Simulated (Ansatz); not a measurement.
Relaxed CuI (zinc blende):

```
CELL_PARAMETERS angstrom
      0.00000     6.07934     6.07934
      3.03967     0.00000     3.03967
      3.03967     3.03967     0.00000
ATOMIC_POSITIONS crystal
  I  0.37500 0.75000 0.75000
  I  0.87500 0.75000 0.75000
  Cu 0.00000 0.00000 0.00000
  Cu 0.50000 0.00000 0.00000
```

In this cell atom 2 (I, nearest neighbour Cu at 2.632 Å; its periodic images, 4.3 Å or more away, move with it) is moved by s along Cartesian x, unit vector (1.000, 0.000, 0.000); all other atoms and the cell stay fixed.

The numbers are results of PBE (plane waves to 420 eV, PAW, scalar-relativistic; Ansatz, a program for electronic structure), not measurements. k mesh 4×8×8 (Γ-centred), Fermi-Dirac smearing 0.05 eV. Energies are smeared free energies. CuI is run without spin polarisation. CuI was relaxed with its symmetry unable to fall. Spin-orbit coupling is left out, though I is heavy. The zero of ΔE is the undisplaced structure.

The scan covers s from -0.260 to 0.260 Å in 11 points.

**Question.** Is this a single well or a double well?

**Answer.** A single well with its minimum at or next to zero displacement.

**Question.** What is the force constant k = d²E/ds² of this move at s = 0?

**Answer.** 3.60 eV/Å².

(For displaced atoms, the force is minus the slope of the energy, and its curvature is a force constant, which sets phonon frequencies.)
